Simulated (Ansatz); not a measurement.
Level: r2SCAN, no spin polarisation; 500 eV; 7×7×8 Γ-centred mesh; fermi-dirac occupations (width 0.1 eV); Ansatz 0.2.0, fixed geometry.

Computed maps in the lattice plane spanned by a (left to right, 5.64 Å, 17 points from zero) and b (bottom to top, 5.64 Å, 17 points from zero), 60° apart, at height 0.202 along c. The fields are smooth PAW ones with compensation charges, not the true ones near nuclei.

Valence density. Digits on a logarithmic scale: 0 up to 0.03 e/Å³, each further digit a factor of 1.6, 9 from 1.3 e/Å³ up:
```
77655433232334556
67653323455432335
79975323567653235
89998423578875324
79999733579997533
58999853468998643
25899852257898752
12467642135677653
10134431012455542
22111111122333333
55431001345532223
78864101468874334
89997411479998535
79999631369999755
69999841148999966
77999852025899977
77678752112578767
```

ELF. Ten even steps from '0' (0.01) to '9' (0.87):
```
22102300020003201
11100000477400000
68862002799972002
89898302899998203
79669700799999700
39868930499999940
05999950079999970
00588850027999972
00014410000478740
00000000000002200
35510000155300000
79984000489973003
89898400489898202
69669810189669600
18868950059868811
21899950005999812
42168730000378612
```

Q: The cell is NbCl$_{2}$F$_{6}$. Which atoms lie within 0.2 Å of this plane, and where (fractions of a and b)?

A: F at (0.16, 0.69), F at (0.16, 0.16), F at (0.69, 0.16). The whole cell:
```yaml
crystal:
  lattice:
    - [2.81879, 4.88228, 0.00000]
    - [-2.81879, 4.88228, 0.00000]
    - [0.00000, 0.00000, 4.45795]
  atoms:
    - { symbol: Nb, position: [0.00000, 0.00000, 0.00000] }
    - { symbol: F, position: [0.15600, 0.68800, 0.20200] }
    - { symbol: F, position: [0.15600, 0.15600, 0.20200] }
    - { symbol: F, position: [0.68800, 0.15600, 0.20200] }
    - { symbol: F, position: [0.84400, 0.31200, 0.79800] }
    - { symbol: F, position: [0.31200, 0.84400, 0.79800] }
    - { symbol: F, position: [0.84400, 0.84400, 0.79800] }
    - { symbol: Cl, position: [0.33333, 0.33333, 0.66900] }
    - { symbol: Cl, position: [0.66667, 0.66667, 0.33100] }
```

Origin: a known structure type with other elements, at an estimated volume, so it need not be a known compound. Caveats: many states at the Fermi level without spin polarisation, so a magnetic state may lie lower; atoms or cell far from equilibrium.
